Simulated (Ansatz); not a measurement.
Relaxed ScAl$_{3}$ (Cu3Au type):

```yaml
crystal:
  lattice:
    - [4.08581, 0.00000, 0.00000]
    - [0.00000, 4.08581, 0.00000]
    - [0.00000, 0.00000, 4.08581]
  atoms:
    - { symbol: Al, position: [0.00000, 0.50000, 0.50000] }
    - { symbol: Al, position: [0.50000, 0.50000, 0.00000] }
    - { symbol: Al, position: [0.50000, 0.00000, 0.50000] }
    - { symbol: Sc, position: [0.00000, 0.00000, 0.00000] }
```

In this cell atom 3 (Al, nearest neighbour Al at 2.889 Å; its periodic images, 4.1 Å or more away, move with it) is moved by u·(0.707, 0.707, 0.000) + v·(0.000, 0.000, 1.000); the rest is frozen.

These are r2SCAN (plane waves to 500 eV, PAW, scalar-relativistic; Ansatz, a first-principles code) values and carry that method's errors. k mesh 9×9×9 (Γ-centred), Fermi-Dirac smearing 0.05 eV. With partly filled bands, energies and forces of such displacements shift with the k mesh and the smearing. Fu and Fv are the components of the force on the atom. ScAl3 is run without spin polarisation. ScAl3 was relaxed with its symmetry unable to fall. 

```json
[
 {"Fv (eV/Å)": "v = -0.430", "u = -0.430": "[?]", "u = -0.215": "[?]", "u = 0.000": "3.08", "u = 0.215": "[?]", "u = 0.430": "[?]"},
 {"Fv (eV/Å)": "v = -0.215", "u = -0.430": "1.82", "u = -0.215": "1.58", "u = 0.000": "1.49", "u = 0.215": "1.58", "u = 0.430": "1.82"},
 {"Fv (eV/Å)": "v = 0.000", "u = -0.430": "0.00", "u = -0.215": "0.00", "u = 0.000": "0.00", "u = 0.215": "0.00", "u = 0.430": "0.00"},
 {"Fv (eV/Å)": "v = 0.215", "u = -0.430": "-1.82", "u = -0.215": "-1.58", "u = 0.000": "-1.49", "u = 0.215": "-1.58", "u = 0.430": "-1.82"},
 {"Fv (eV/Å)": "v = 0.430", "u = -0.430": "[?]", "u = -0.215": "[?]", "u = 0.000": "-3.08", "u = 0.215": "[?]", "u = 0.430": "[?]"}
]
```

Task: Some entries are withheld; supply them.

Result: 
- v = -0.430, u = -0.430: 3.80
- v = -0.430, u = -0.215: 3.28
- v = -0.430, u = 0.215: 3.28
- v = -0.430, u = 0.430: 3.80
- v = 0.430, u = -0.430: -3.80
- v = 0.430, u = -0.215: -3.28
- v = 0.430, u = 0.215: -3.28
- v = 0.430, u = 0.430: -3.80

(A displaced cell: forces are minus the slopes of the energy, force constants its curvatures, and phonons follow from these.)
